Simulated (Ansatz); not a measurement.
**Structure relaxation, Cu**

The start is a randomly generated symmetric cell of Cu (space group No. 123). The structure is fully relaxed (lattice and positions, P = 0) with PBE (plane waves to 420 eV, PAW, scalar-relativistic; Ansatz, a first-principles code). The first steps use a coarse 14×14×12 k-mesh.

The start:
```yaml
crystal:
  lattice:
    - [2.27497, 0.00000, 0.00000]
    - [0.00000, 2.27497, 0.00000]
    - [0.00000, 0.00000, 2.68256]
  atoms:
    - { symbol: Cu, position: [0.50000, 0.50000, 0.50000] }
```

```json
{
  "initial_pressure": "+7.2 GPa (positive: the cell is compressed)",
  "outcome": "The space group goes from P4/mmm (No. 123) to Pm-3m (No. 221); the end is AFLOW prototype A_cP1_221_a (A_h), with 1 atom in the primitive cell",
  "volume_change": "+0.3 %, from 13.88 to 13.93 Å³/atom",
  "optimiser_moves": "8"
}
```

Relaxed structure:

```cif
data_Cu
_chemical_formula_sum 'Cu1'
_space_group_name_H-M_alt 'Pm-3m'
_space_group_IT_number 221
_space_group_name_Hall '-P 4 2 3'
_cell_length_a 2.40598
_cell_length_b 2.40598
_cell_length_c 2.40598
_cell_angle_alpha 90.000
_cell_angle_beta 90.000
_cell_angle_gamma 90.000
loop_
_atom_site_label
_atom_site_type_symbol
_atom_site_symmetry_multiplicity
_atom_site_Wyckoff_symbol
_atom_site_fract_x
_atom_site_fract_y
_atom_site_fract_z
_atom_site_occupancy
Cu1 Cu 1 b 0.50000 0.50000 0.50000 1
```

Final values are on a 19×19×19 k-mesh of the relaxed cell. No spin polarisation in the result.

The run could not lower the symmetry of its start; a shaken copy of this end point relaxes with PBE to Fm-3m (No. 225), 0.47 eV/atom lower.

The relaxed structure here is a generated cell of Cu: the first start was made by a random draw of sites in a space group, and the end was not matched to a known phase here, so it may be hypothetical. Known forms of Cu include space group No. 225.
